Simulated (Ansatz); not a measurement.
The relaxed structure here is a generated cell of Ca2RuO4: the first start was made by placing the elements on the sites of a structure type, and the end was not matched to a known phase here, so it may be hypothetical.

A relaxed structure of Ca₂RuO₄. Space group I-4 (No. 82). Calculation: PBE (plane waves to 420 eV, PAW, scalar-relativistic; Ansatz, a first-principles code).

```cif
data_Ca2O4Ru
_chemical_formula_sum 'Ca2 Ru1 O4'
_space_group_name_H-M_alt 'P 1'
_space_group_IT_number 1
_cell_length_a 6.63638
_cell_length_b 6.63638
_cell_length_c 6.63638
_cell_angle_alpha 137.969
_cell_angle_beta 137.969
_cell_angle_gamma 60.951
loop_
_space_group_symop_operation_xyz
  'x, y, z'
loop_
_atom_site_label
_atom_site_type_symbol
_atom_site_fract_x
_atom_site_fract_y
_atom_site_fract_z
_atom_site_occupancy
Ca1 Ca 0.50000 0.50000 0.00000 1
Ca2 Ca 0.25000 0.75000 0.50000 1
Ru1 Ru 0.00000 0.00000 0.00000 1
O1 O 0.29775 0.86947 0.95361 1
O2 O 0.91586 0.34414 0.04639 1
O3 O 0.13053 0.08414 0.42828 1
O4 O 0.65586 0.70225 0.57172 1
```

Give the band gap at the level PBE.

0.41 eV, indirect (valence top at X, conduction bottom at k = (0.2857, 0.3571, -0.3571)) (no spin-orbit coupling).

What smallest direct gap does PBE give?

0.52 eV at 50 % of the way from Γ to M.

No spin polarisation in the result. The d or f electrons are treated with no Hubbard U.

The run could not lose the symmetry of its start: the end is stationary, and may be a saddle point rather than a minimum.
